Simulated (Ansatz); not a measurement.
input.yaml

```yaml
crystal:
  lattice:
    - [0.0, 3.715, 3.715]
    - [3.715, 0.0, 3.715]
    - [3.715, 3.715, 0.0]
  atoms:
    - { symbol: Zr, position: [0.0, 0.0, 0.0], spin: -0.22 }
    - { symbol: Zr, position: [0.25, 0.25, 0.25], spin: -0.22 }
    - { symbol: V, position: [0.625, 0.625, 0.625], spin: 1.01 }
    - { symbol: V, position: [0.125, 0.625, 0.625], spin: 1.01 }
    - { symbol: V, position: [0.625, 0.625, 0.125], spin: 1.01 }
    - { symbol: V, position: [0.625, 0.125, 0.625], spin: 1.01 }
basis:
  ecutwfc: 500
kpoints:
  mp_grid: { grid: [8, 8, 8] }
hamiltonian:
  xc: r2scan
scf:
  occupations: { method: gaussian, width: 0.1 }
output:
  forces: true
  stress: true
  eigenvalues: true
  populations: true
magnetization:
  spin_polarized: true
```

Launched with
```bash
ansatz run input.yaml --threads 1 --pin off --max-ram 2560MiB --backend cpu --events-out ev --progress --plain --runs-dir out
```

Computed with Ansatz, DFT r2SCAN, scalar-relativistic, plane waves, PAW.

Part of what the program printed, abridged (iterations and final results):

```
SCF iter   1: F=—  HF=-20059.736653 eV  |F-HF|=—  |Δ(HF+E_count)|=         —  Δρ=4.57e-2 (↑4.57e-2 ↓2.88e-2) dr2=5.07e0  dr2_τ=2.38e-2  dr2_m=1.69e-1  M=3.674 μB ∫|m|=4.091 μB  β_m=1.00  ethr=3.10e-3  ⟨swp⟩=4.4  Hψ=9066  notcnv=0
Mixer restart at iter 1: flushing history
spin=Collinear: Kerker preconditioning applied to the charge; magnetization (m = ρ↑ − ρ↓) channel mixes plain (no charge-response kernel on spin).
SCF iter   2: F=—  HF=-20057.825444 eV  |F-HF|=—  |Δ(HF+E_count)|=    1.91e0  Δρ=2.07e-2 (↑1.94e-2 ↓2.07e-2) dr2=2.13e0  dr2_τ=7.57e-3  dr2_m=1.74e-2  M=3.796 μB ∫|m|=4.346 μB  β_m=1.00  ethr=3.10e-3  ⟨swp⟩=2.9  Hψ=5813  notcnv=0  defer=155  κ⁻¹=1.0e0(r=1)
SCF iter   3: F=—  HF=-20057.445392 eV  |F-HF|=—  |Δ(HF+E_count)|=   3.80e-1  Δρ=1.21e-2 (↑1.21e-2 ↓1.20e-2) dr2=1.32e0  dr2_τ=3.39e-3  dr2_m=3.45e-3  M=3.923 μB ∫|m|=4.576 μB  β_m=1.00  ethr=2.81e-3  ⟨swp⟩=2.4  Hψ=3874  notcnv=0  defer=155  κ⁻¹=4.0e-2(r=2)
SCF iter   4: F=—  HF=-20057.873407 eV  |F-HF|=—  |Δ(HF+E_count)|=   4.28e-1  Δρ=5.89e-3 (↑5.89e-3 ↓5.59e-3) dr2=3.24e-1  dr2_τ=1.03e-3  dr2_m=3.01e-3  M=4.014 μB ∫|m|=4.670 μB  β_m=1.00  ethr=1.74e-3  ⟨swp⟩=2.4  Hψ=4237  notcnv=0  defer=159  κ⁻¹=1.7e-2(r=3)
SCF iter   5: F=—  HF=-20057.785583 eV  |F-HF|=—  |Δ(HF+E_count)|=   8.78e-2  Δρ=2.66e-3 (↑2.66e-3 ↓2.50e-3) dr2=1.90e-2  dr2_τ=5.17e-4  dr2_m=1.96e-4  M=4.081 μB ∫|m|=4.739 μB  β_m=1.00  ethr=4.26e-4  ⟨swp⟩=2.6  Hψ=4816  notcnv=0  defer=148  κ⁻¹=2.6e-3(r=4)
SCF iter   6: F=—  HF=-20057.847269 eV  |F-HF|=—  |Δ(HF+E_count)|=         —  Δρ=2.04e-3 (↑1.58e-3 ↓2.04e-3) dr2=9.60e-3  dr2_τ=2.50e-4  dr2_m=1.41e-4  M=4.072 μB ∫|m|=4.773 μB  β_m=1.00  ethr=2.50e-5  ⟨swp⟩=2.5  Hψ=4750  notcnv=0  defer=148
Mixer restart at iter 6: flushing history
SCF iter   7: F=—  HF=-20057.872112 eV  |F-HF|=—  |Δ(HF+E_count)|=   2.48e-2  Δρ=1.68e-3 (↑1.09e-3 ↓1.68e-3) dr2=7.35e-3  dr2_τ=9.86e-5  dr2_m=1.85e-4  M=4.069 μB ∫|m|=4.816 μB  β_m=1.00  ethr=1.26e-5  ⟨swp⟩=2.1  Hψ=3513  notcnv=0  defer=148  κ⁻¹=1.0e0(r=1)
SCF iter   8: F=—  HF=-20057.895708 eV  |F-HF|=—  |Δ(HF+E_count)|=   2.36e-2  Δρ=1.14e-3 (↑5.46e-4 ↓1.14e-3) dr2=5.13e-3  dr2_τ=2.18e-5  dr2_m=1.62e-4  M=4.066 μB ∫|m|=4.894 μB  β_m=1.00  ethr=9.67e-6  ⟨swp⟩=2.4  Hψ=4585  notcnv=0  defer=148  κ⁻¹=2.5e-2(r=2)
SCF iter   9: F=—  HF=-20057.902378 eV  |F-HF|=—  |Δ(HF+E_count)|=   6.67e-3  Δρ=1.72e-4 (↑1.61e-4 ↓1.72e-4) dr2=6.30e-5  dr2_τ=2.28e-6  dr2_m=3.77e-6  M=4.076 μB ∫|m|=5.022 μB  β_m=1.00  ethr=6.74e-6  ⟨swp⟩=2.0  Hψ=3853  notcnv=0  defer=148  κ⁻¹=1.3e-3(r=3)
SCF iter  10: F=—  HF=-20057.902379 eV  |F-HF|=—  |Δ(HF+E_count)|=   3.55e-7  Δρ=1.24e-4 (↑1.18e-4 ↓1.24e-4) dr2=3.10e-5  dr2_τ=7.12e-7  dr2_m=5.97e-7  M=4.076 μB ∫|m|=5.014 μB  β_m=1.00  ethr=8.29e-8  ⟨swp⟩=2.4  Hψ=4246  notcnv=0  defer=148  κ⁻¹=6.6e-4(r=4)
SCF iter  11: F=—  HF=-20057.902424 eV  |F-HF|=—  |Δ(HF+E_count)|=   4.50e-5  Δρ=5.34e-5 (↑5.34e-5 ↓5.20e-5) dr2=8.43e-6  dr2_τ=1.51e-7  dr2_m=2.48e-7  M=4.077 μB ∫|m|=5.009 μB  β_m=1.00  ethr=4.08e-8  ⟨swp⟩=2.0  Hψ=5053  notcnv=0  defer=148  κ⁻¹=2.2e-4(r=5)
SCF iter  12: F=—  HF=-20057.902443 eV  |F-HF|=—  |Δ(HF+E_count)|=   1.94e-5  Δρ=2.54e-5 (↑2.03e-5 ↓2.54e-5) dr2=1.14e-6  dr2_τ=2.92e-8  dr2_m=1.01e-7  M=4.077 μB ∫|m|=5.011 μB  β_m=1.00  ethr=1.11e-8  ⟨swp⟩=2.0  Hψ=5086  notcnv=0  defer=148  κ⁻¹=3.6e-5(r=6)
SCF iter  13: F=—  HF=-20057.902445 eV  |F-HF|=—  |Δ(HF+E_count)|=   2.36e-6  Δρ=1.50e-5 (↑1.50e-5 ↓1.41e-5) dr2=5.64e-7  dr2_τ=1.06e-8  dr2_m=7.43e-9  M=4.076 μB ∫|m|=5.013 μB  β_m=1.00  ethr=1.50e-9  ⟨swp⟩=2.0  Hψ=5078  notcnv=0  defer=148  κ⁻¹=6.2e-6(r=7)
SCF iter  14: F=—  HF=-20057.902446 eV  |F-HF|=—  |Δ(HF+E_count)|=   2.24e-7  Δρ=5.25e-6 (↑5.10e-6 ↓5.25e-6) dr2=7.02e-8  dr2_τ=9.19e-10  dr2_m=3.87e-9  M=4.076 μB ∫|m|=5.014 μB  β_m=1.00  ethr=7.43e-10  ⟨swp⟩=2.0  Hψ=5111  notcnv=0  defer=148  κ⁻¹=2.1e-6(r=8)
SCF iter  15: F=—  HF=-20057.902445 eV  |F-HF|=—  |Δ(HF+E_count)|=   1.56e-7  Δρ=6.53e-6 (↑2.47e-6 ↓6.53e-6) dr2=5.80e-8  dr2_τ=1.17e-9  dr2_m=1.30e-8  M=4.076 μB ∫|m|=5.013 μB  β_m=1.00  ethr=9.24e-11  ⟨swp⟩=7.8  Hψ=11069  notcnv=0  κ⁻¹=6.0e-7(r=8)
SCF iter  16: F=-20057.902446 eV  HF=-20057.902446 eV  |F-HF|=1.87e-8  |Δ(HF+E_count)|=   1.65e-7  Δρ=1.79e-6 (↑1.51e-6 ↓1.79e-6) dr2=3.11e-9  dr2_τ=1.45e-10  dr2_m=1.22e-9  M=4.076 μB ∫|m|=5.013 μB  ethr=7.63e-11  ⟨swp⟩=3.0  Hψ=7507  notcnv=0
SCF 1 converged in 16 iterations: F = -20057.902446 eV  dr2 = 3.11e-9
Symmetry: 8 space group operations
k-points: 95 of 512
Initial density: read from a saved state, or passed on in memory by an earlier SCF of this step, an earlier step, the calling program or the single point that the run made first
Starting moments: Σ|m| = 4.48 μB on 6 of 6 sites; this step starts from the density that it was given
Initial wavefunctions: those read from a saved state, or passed on in memory by an earlier step or the calling program
SCF iter   1: F=—  HF=-20057.902446 eV  |F-HF|=—  |Δ(HF+E_count)|=         —  Δρ=1.79e-6 (↑1.51e-6 ↓1.79e-6) dr2=3.11e-9  dr2_τ=1.45e-10  dr2_m=1.22e-9  M=4.076 μB ∫|m|=5.013 μB  ethr=4.10e-12  ⟨swp⟩=1.0  Hψ=43063  notcnv=0
spin=Collinear: Kerker preconditioning applied to the charge; magnetization (m = ρ↑ − ρ↓) channel mixes plain (no charge-response kernel on spin).
SCF iter   2: F=-20057.902446 eV  HF=-20057.902446 eV  |F-HF|=9.43e-9  |Δ(HF+E_count)|=   2.21e-8  Δρ=1.96e-6 (↑1.96e-6 ↓5.81e-7) dr2=1.14e-8  dr2_τ=9.93e-11  dr2_m=6.89e-10  M=4.076 μB ∫|m|=5.013 μB  ethr=4.09e-12  ⟨swp⟩=1.0  Hψ=33919  notcnv=0
SCF 2 converged in 2 iterations: F = -20057.902446 eV  dr2 = 1.14e-8
this state was not tested for a lower state beside it, because the mixer in use, unlike msr1, does not test its closes by its own steps (another_mixer; see scf.mixing.algorithm and scf.lower_state_search)
SCF converged after 16 iterations
Magnetization: 4.0764 μB (40.0382 up, 35.9618 down)
Absolute magnetization: 5.0139 μB (∫|ρ↑−ρ↓|, with the PAW one-centre terms)
Spin contamination: 0.2906 ħ² per cell (⟨S²⟩ above its minimum at these occupations)
Per-site moments (μB) at R_I (Å): [(-0.19181734, 1.27063005), (-0.19181734, 1.27063005), (0.91475681, 1.08359694), (0.91475681, 1.08359694), (0.91475681, 1.08359694), (0.91475681, 1.08359694)]
Free energy (F): -20057.902446 eV
Harris-Foulkes:  -20057.902446 eV  (|F-HF|=1.87e-8)
Internal energy: -20057.870183 eV  (E = F + TS)
E sigma→0 (E₀):  -20057.886314 eV
Entropy (-TS):   -0.032263 eV (-5.377 meV/atom)
Fermi energy:    14.803574 eV
--- Per-component energies (eV) ---
  E_band       = -913.197894
  E_kinetic    = 2004.922676
  E_local      = -5421.721755  (includes V_loc(G=0)·N_el)
  E_nonlocal   = -22.753504
  E_hartree    = 2294.113226
  E_xc         = -816.236478
  E_vxc        = -1157.153589  (∫ρ·V_xc dr)
  E_paw        = -10426.491096  (= ΣΔE_a)
  E_vpaw       = -978.978726  (= ΣTr[D̂ρ^β])
  E_aug_tail   = 0.000713  (compensation charges beyond the density's cutoff)
  E_vtau       = 74.261045  (kinetic-family band-sum trace: ∫τ·v_τ [+ j·A + Jᵃ·Aᵃ] dr)
  E_ewald      = -7668.311358
  E_core_change = -1.392607  (= ΣΔE_core)
  E_smearing   = -0.032263  (= −TS)
--- Forces (eV/Å), atoms counted from 1 ---
  atom   1  Zr     0.00000000     0.00000000     0.00000000
  atom   2  Zr     0.00000000     0.00000000     0.00000000
  atom   3  V      0.00000000     0.00000000     0.00000000
  atom   4  V      0.00000000     0.00000000     0.00000000
  atom   5  V      0.00000000     0.00000000     0.00000000
  atom   6  V      0.00000000     0.00000000     0.00000000
--- Stress (GPa, compression-positive) ---
        0.587241       0.000000       0.000000
        0.000000       0.587241       0.000000
        0.000000       0.000000       0.587241
  P = ⅓ Tr σ = 0.5872 GPa (5.872 kbar)
--- Band table (eV; the first three rows and the last of 58) ---
  k-point 0 ↑: bands = ["-52.2344", "-52.0810", "-52.0810", "-52.0810", "-34.8110", "-34.7177", "-25.4180", "-25.0741", "-25.0741", "-25.0741", "-24.9671", "-24.9671", "-24.6455", "-24.6455", "-24.6455", "-24.4918", "-24.4918", "-24.4918", "-12.2475", "-12.2475", "-12.2475", "-11.9822", "-11.9822", "-11.9822", "8.0807", "11.3762", "11.7992", "11.7992", "11.7992", "13.1053", "13.1053", "13.1185", "13.1185", "13.1185", "14.0931", "14.0931", "14.8531", "14.8531", "14.8531", "15.8991", "15.8991", "15.8991", "16.2682", "16.2682", "16.3790", "16.3790", "16.3790", "16.6938", "17.7517"]
  k-point 1 ↑: bands = ["-52.2301", "-52.0854", "-52.0810", "-52.0810", "-34.8085", "-34.7203", "-25.3966", "-25.0672", "-25.0644", "-25.0644", "-24.9619", "-24.9619", "-24.6571", "-24.6571", "-24.6455", "-24.5219", "-24.4959", "-24.4959", "-12.2511", "-12.2511", "-12.2450", "-11.9865", "-11.9782", "-11.9782", "8.2531", "11.4411", "11.8185", "11.8185", "11.8492", "12.9496", "13.1370", "13.1370", "13.1638", "13.1638", "14.1387", "14.1387", "14.6531", "14.7371", "14.7371", "15.8985", "15.9403", "15.9403", "16.2049", "16.2512", "16.2512", "16.3626", "16.4220", "16.4220", "17.6618"]
  k-point 2 ↑: bands = ["-52.2185", "-52.0973", "-52.0810", "-52.0810", "-34.8017", "-34.7275", "-25.3428", "-25.0432", "-25.0432", "-25.0412", "-24.9409", "-24.9409", "-24.6928", "-24.6928", "-24.6454", "-24.6061", "-24.5042", "-24.5042", "-12.2592", "-12.2592", "-12.2432", "-11.9924", "-11.9689", "-11.9689", "8.7461", "11.4676", "11.8759", "11.8759", "12.0605", "12.5787", "13.2235", "13.2235", "13.3146", "13.3146", "14.1021", "14.1021", "14.1696", "14.5859", "14.5859", "15.3247", "15.9919", "15.9919", "16.0705", "16.1914", "16.1914", "16.3234", "16.5605", "16.5605", "17.2972"]
  k-point 28 ↓: bands = ["-51.0231", "-51.0231", "-50.9486", "-50.9486", "-34.8994", "-34.8994", "-23.9820", "-23.9820", "-23.7946", "-23.7946", "-23.6856", "-23.6856", "-23.6765", "-23.6765", "-23.5508", "-23.5508", "-23.4663", "-23.4663", "-12.4916", "-12.4916", "-12.2932", "-12.2932", "-12.0953", "-12.0953", "11.7075", "11.7075", "12.0137", "12.0137", "13.5091", "13.5091", "13.7019", "13.7019", "14.1064", "14.1064", "14.6005", "14.6005", "14.9017", "14.9017", "15.2820", "15.2820", "15.9050", "15.9050", "16.6041", "16.6041", "17.5399", "17.5399", "17.5752", "17.5752", "18.1739"]
--- Löwdin populations: 6 sites ---
  site symbol q [e]    m [muB]
     0     Zr     12.0559    -0.2926
     1     Zr     12.0559    -0.2926
     2      V     12.7656     1.1192
     3      V     12.7656     1.1192
     4      V     12.7656     1.1192
     5      V     12.7656     1.1192
  spilling = 0.010867 (of n_electrons = 76.000000)
```

The run converged.

The run took 3.1 min on 1 thread of Arm Neoverse V1, with other jobs on the host, peak memory 1.2 GiB.

The state reached may not be the lowest one.